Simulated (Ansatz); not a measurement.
Relaxed-ion elastic tensor of TaSi$_{2}$ in space group P6_422 (No. 181; Ta on 3c, Si on 6i) in GPa (Voigt order), LDA in the plane-wave PAW code Ansatz; density 9.35 g/cm³, 14.04 Å³ per atom.

|  | 1 | 2 | 3 | 4 | 5 | 6 |
|---|---|---|---|---|---|---|
| 1 | 394 | 82.6 | 99.1 | 0.0 | 0.0 | 0.0 |
| 2 | 82.6 | 394 | 99.1 | 0.0 | 0.0 | 0.0 |
| 3 | 99.1 | 99.1 | 490 | 0.0 | 0.0 | 0.0 |
| 4 | 0.0 | 0.0 | 0.0 | 145 | 0.0 | 0.0 |
| 5 | 0.0 | 0.0 | 0.0 | 0.0 | 145 | 0.0 |
| 6 | 0.0 | 0.0 | 0.0 | 0.0 | 0.0 | 156 |

Task: Is the crystal mechanically stable?

Result: Yes: the smallest eigenvalue of C is 145 GPa.

Task: Work out the Voigt, Reuss and Hill averages.

Result: K_V = 204, K_R = 202, K_H = 203; G_V = 156, G_R = 155, G_H = 155 GPa.

Task: Give Young's modulus, Poisson's ratio, Pugh's ratio and the universal anisotropy index.

Result: E = 9KG/(3K + G) = 371 GPa; ν = 0.20; K/G = 1.31 (brittle by the Pugh limit of 1.75); A_U = 5G_V/G_R + K_V/K_R − 6 = 0.05.

Task: Estimate the sound speeds and the Debye temperature.

Result: v_l = √((K + 4G/3)/ρ) = 6620 m/s, v_t = √(G/ρ) = 4070 m/s, mean 4500 m/s; Θ = (h/k)(3n/4πV)^(1/3) v_m = 555 K.

Task: How much does each axis shrink under pressure?

Result: Linear compressibilities β_i = Σ_j S_ij (j = 1 to 3): x 1.8, y 1.8, z 1.3 per TPa.

The workflow started from an entry of the Crystallography Open Database (COD), which files this formula under 2 space groups. Whether it is the stable phase at ambient conditions was not checked. The LDA relaxation kept the symmetry of its start; its stability against distortions is not shown here. No spin polarisation was allowed. As this level gives no gap, shear constants depend on the k-mesh and smearing (Fermi–Dirac, 0.1 eV here). Spin–orbit coupling is left out wherever it is not named.

Potentials: the later of the program's two PAW sets.
